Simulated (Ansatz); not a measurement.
The elements of this relaxed trial crystal are hidden behind letters.

```
lattice vectors (Å)
  -1.7171    1.7171   12.7918
   1.7171   -1.7171   12.7918
   1.7171    1.7171  -12.7918
fractional positions
X 0.8965 0.8965 0.0000
X 0.1035 0.1035 0.0000
Z 0.5000 0.5000 0.0000
Z 0.7069 0.7069 0.0000
Z 0.2931 0.2931 0.0000
Q 0.4572 0.9572 0.5000
Q 0.0428 0.5428 0.5000
Q 0.6642 0.1642 0.5000
Q 0.2500 0.7500 0.5000
Q 0.8358 0.3358 0.5000
```

All numbers below come from Ansatz 0.2.0, DFT PBE, scalar-relativistic, plane waves, PAW. Cutoff 420 eV, Γ-centred 12×12×12 mesh (10-atom cell), Gaussian smearing of 0.02 eV, no spin polarisation.

```
Space group                                  : I-4m2 (No. 119)
Conventional cell                            : a = 3.434 Å, c = 25.584 Å
Volume per atom                              : 15.09 Å³
Density                                      : 2.66 g/cm³
Formation energy                             : −0.272 eV/atom
Gap on the 12×12×12 mesh of the 10-atom cell : 0.62 eV
```

Energies are uncorrected and count from the elements' standard states at the same level.

Question: X is a p-block element of period 3, Z is a p-block element of period 2 and Q is a p-block element of period 3. Which elements are they?

Answer: X = Al, Z = B, Q = P, so the formula is Al2B3P5. Density times volume gives a mean mass of 2.66 × 15.09/1.6605 = 24.2 u per atom, and this set has 24.1 u. Al has 4 P at 2.31–2.32 Å; B on a site of symmetry -4m2 has 4 P at 2.04 Å; P on a site of symmetry 2mm has 2 B at 2.04 Å and 2 Al at 2.32 Å; 3 more sites not described. Other sets within the hints have nearly the same mass, so mass alone doesn't settle it; this one was computed.

Kohn–Sham gaps at this level usually fall short of measured ones. A later test with randomly moved atoms came back to the same energy, though modes that don't fit the test's cell weren't probed.
